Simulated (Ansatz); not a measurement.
Relaxed-ion elastic tensor of AlNi (rock salt, Fm-3m) in GPa (Voigt order), PBEsol in the plane-wave PAW code Ansatz; density 5.15 g/cm³, 13.82 Å³ per atom.

|  | 1 | 2 | 3 | 4 | 5 | 6 |
|---|---|---|---|---|---|---|
| 1 | 254 | 55.2 | 55.2 | 0.0 | 0.0 | 0.0 |
| 2 | 55.2 | 254 | 55.2 | 0.0 | 0.0 | 0.0 |
| 3 | 55.2 | 55.2 | 254 | 0.0 | 0.0 | 0.0 |
| 4 | 0.0 | 0.0 | 0.0 | -29.3 | 0.0 | 0.0 |
| 5 | 0.0 | 0.0 | 0.0 | 0.0 | -29.3 | 0.0 |
| 6 | 0.0 | 0.0 | 0.0 | 0.0 | 0.0 | -29.3 |

Q: Is the crystal mechanically stable?

A: No: the smallest eigenvalue of C is -29.3 GPa.

The start of the workflow was typed in or built on a structure type; neither database checked (COD, Materials Project) lists it. It is not the phase usual at ambient conditions (space group No. 221). The cell was relaxed with PBEsol under the symmetry of its start. At this level the phase is mechanically unstable. The workflow began spin-polarised and lost its moments. As this level gives no gap, shear constants depend on the k-mesh and smearing (Fermi–Dirac, 0.1 eV here).

Potentials: the earlier of the program's two PAW sets. The files were generated under PBE; for other functionals the program regenerates the frozen cores, and for LDA and PBEsol the local potential too.
